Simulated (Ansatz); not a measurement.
Given:

SiGe:
Space group P-6m2 (No. 187); a = 3.5564 Å, b = 3.5564 Å, c = 3.2298 Å, α = 90.00°, β = 90.00°, γ = 120.00°

| atom | site | symmetry | x | y | z |
|---|---|---|---|---|---|
| Ge | 1a | -6m2 | 0.0000 | 0.0000 | 0.0000 |
| Si | 1f | -6m2 | 0.6667 | 0.3333 | 0.5000 |

This is the PBEsol-relaxed structure.

Question: All from DFT-PBEsol in the program Ansatz with PAW potentials, unless another level is named. Give the electronic character.

Answer: metallic (no gap).

Question: Next, the density of states at the Fermi level?

Answer: 0.43 states/eV per atom (mean over ±0.08 eV).

Question: And the formation energy from the elements (no fitted shifts)?

Answer: 0.35 eV/atom.

Question: What about the gap with spin–orbit coupling?

Answer: none (metallic).

A made-up cell: these elements were put on the sites of a structure type; neither database checked (COD, Materials Project) lists it. Its standing as an ambient phase is unchecked. The PBEsol relaxation kept the symmetry of its start; whether a distortion lowers the energy is not shown. The references are the lowest solids computed at this level, not always the standard phases. Spin–orbit coupling is left out wherever it is not named.

Potentials: the earlier of the program's two PAW sets. The files were generated under PBE; for other functionals the program regenerates the frozen cores, and for LDA and PBEsol the local potential too.
